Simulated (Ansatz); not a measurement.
Recipe of this trial structure of ScBiTe₃S: random cell by space group and Wyckoff sites (P4mm, No. 99). Its size is a rough estimate.

```cif
data_structure
_symmetry_space_group_name_H-M 'P4mm'
_symmetry_Int_Tables_number 99
_cell_length_a 4.1329
_cell_length_b 4.1329
_cell_length_c 9.9599
_cell_angle_alpha 90.000
_cell_angle_beta 90.000
_cell_angle_gamma 90.000
_cell_volume 170.13
loop_
_atom_site_label
_atom_site_type_symbol
_atom_site_symmetry_multiplicity
_atom_site_Wyckoff_symbol
_atom_site_fract_x
_atom_site_fract_y
_atom_site_fract_z
_atom_site_occupancy
Sc1 Sc 1 a 0.00000 0.00000 0.25618 1
Bi1 Bi 1 b 0.50000 0.50000 0.39372 1
Te1 Te 2 c 0.50000 0.00000 0.39879 1
Te2 Te 1 b 0.50000 0.50000 0.04035 1
S1 S 1 b 0.50000 0.50000 0.59917 1
```

Method: Ansatz 0.2.0, DFT PBE, scalar-relativistic, plane waves, PAW. Cutoff 420 eV, Gaussian smearing, Γ-centred meshes. Cell and atoms relax first on a coarse mesh and then on a finer one. In between, the cell is made exact in the group found at 0.06 Å. In metals the finer mesh still leaves noise of several meV/atom or more. The steps can't lower the symmetry of their start. No spin polarisation in the relaxation; trial moments died out in a coarse test.

A guess keeps its type if space group and coordination stay and the shape of the cell changes little (axis ratios within about 15 %, angles within 6°); the volume may change.

Q: Does it keep its structure type, or change into something else?

A: It doesn't keep its type. The symmetry stays P4mm (No. 99). The volume per atom grows by 57.5 %, from 28.4 to 44.6 Å³. The shortest distance goes from 2.05 Å (Bi–S) to 2.73 Å (Bi–Te). The ratio c/a of the conventional cell changes by a factor of 0.80. Counting neighbours within 15 % of an atom's shortest distance, the start has Bi 5, S 1, Sc 4, Te 2/5 and the end Bi 1, S 4, Sc 4, Te 1/4. In detail, at the end around Sc lie 4 Te at 2.91 Å; Bi has 1 Te at 2.73 Å and 1 S at 3.28 Å; Te on a site of symmetry 2mm has 2 S at 2.75 Å and 2 Sc at 2.91 Å; S is surrounded by 4 Te at 2.75 Å and 1 Bi at 3.28 Å; 1 more site not described.

```cif
data_structure
_symmetry_space_group_name_H-M 'P4mm'
_symmetry_Int_Tables_number 99
_cell_length_a 5.1868
_cell_length_b 5.1868
_cell_length_c 9.9569
_cell_angle_alpha 90.000
_cell_angle_beta 90.000
_cell_angle_gamma 90.000
_cell_volume 267.87
loop_
_atom_site_label
_atom_site_type_symbol
_atom_site_symmetry_multiplicity
_atom_site_Wyckoff_symbol
_atom_site_fract_x
_atom_site_fract_y
_atom_site_fract_z
_atom_site_occupancy
Sc1 Sc 1 a 0.00000 0.00000 0.34572 1
Bi1 Bi 1 b 0.50000 0.50000 0.24276 1
Te1 Te 2 c 0.50000 0.00000 0.47886 1
Te2 Te 1 b 0.50000 0.50000 0.96902 1
S1 S 1 b 0.50000 0.50000 0.57176 1
```

Energies over the elements count from the elements' standard structures at the same level, with no fitted energy shifts.

Q: At what energy does it end?

A: +0.04 eV/atom. It can't be a ground state, since the elements alone are lower.

The last run used an 8×8×4 mesh (in the run's order of axes) for its 6-atom cell and Gaussian smearing of 0.10 eV. The k mesh leaves some 4 meV/atom of noise in the energy of each metallic cell. Weakly bound directions are ill-defined at this level, which has no dispersion term. Spin–orbit coupling, which can matter for Bi and Te, is left out. The reference forms of S and Te are held partly by dispersion forces, which this level lacks. Symmetry constrained the relaxation, so the result can be a saddle point. Another cell of ScBiTe3S relaxed alike, in P4/mmm, lies 20 meV/atom lower, so this cell isn't the stable form at this level.

In counts of neighbours, a slash parts the counts of unlike sites.
